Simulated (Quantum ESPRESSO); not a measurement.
# Planted mistakes on one cell of Si3O4NF

These are calculations, not measurements. They come from pw.x of Quantum ESPRESSO 7.5, a plane-wave density functional program, with PseudoDojo standard norm-conserving files (v0.5 for PBE, v0.4.1 for LDA and PBEsol). The cells are made up: elements, strain and atom displacements were drawn at random, and nothing was relaxed. There is no spin polarisation, spin-orbit coupling or dispersion term.

The cell has 9 sites of a quartz lattice. Sites 1 to 3 hold Si Si Si; sites 4 to 9 hold O N F O O O. Cell vectors in Å: (5.078, 0.004, 0.063); (-2.535, 4.456, -0.113); (0.069, -0.103, 5.527). Settings: PBE, cutoff 1143 eV, 5 x 5 x 4 k mesh shifted by half a step, Fermi-Dirac smearing of 0.025 eV.

The intended run has a self-consistency threshold of 1e-07 eV, a smearing term of 0.000 eV, a pressure of 8.55 GPa and 12 iterations. Each further run changes one thing: all lengths scaled by 1.0071; atoms of sites 5 and 6 exchanged; cutoff 785 eV; files of LDA; k mesh 1 x 1 x 1; one electron added; smearing 0.31 eV; threshold 0.5 eV. A coarse mesh keeps the shift, and a charged cell sits in a uniform background.

| run | change of free energy (eV) | smearing term -TS (eV) | change of P (GPa) | largest change of a force component (eV/Å) | iterations |
| --- | --- | --- | --- | --- | --- |
| A | 3.936 | 0.000 | 0.98 | 9.870 | 14 |
| B | 1.105 | 0.000 | -9.60 | 0.023 | 12 |
| C | 0.553 | 0.000 | 0.10 | 0.810 | 12 |
| D | 7.615 | -0.004 | 20.32 | 1.226 | 11 |
| E | -0.112 | 0.000 | -3.63 | 0.796 | 12 |
| F | 0.025 | 0.000 | 2.65 | 0.198 | 4 |
| G | 2.158 | 0.000 | -7.48 | 0.880 | 12 |
| H | -0.003 | -0.019 | 0.04 | 0.022 | 11 |

A rerun of the intended cell at 1437 eV and k mesh 7 x 7 x 6 moved values by no more than 0.002 eV in the cell's energy, 0.02 GPa in stress and 0.002 eV/Å in force.

Question: which change belongs to which run?

## Worked reading

Run F has the fewest iterations, as a run stopped early does. Run H has the largest smearing term, as wide smearing gives. Run B has a higher energy and the largest fall in pressure, as too small a basis gives. Run E changes the volume by a factor of 1.0215; minus its pressure change over the logarithm of that factor, 171 GPa, is a rough bulk modulus with clamped atoms. Energies from files of another functional, or of a charged cell, have another zero and say nothing on stability; the pressure of a charged cell rests on the program's zero of potential too.

## Key

```
run                            change
  A  atoms of sites 5 and 6 exchanged
  B                     cutoff 785 eV
  C                  k mesh 1 x 1 x 1
  D                one electron added
  E      all lengths scaled by 1.0071
  F                  threshold 0.5 eV
  G                      files of LDA
  H                  smearing 0.31 eV
```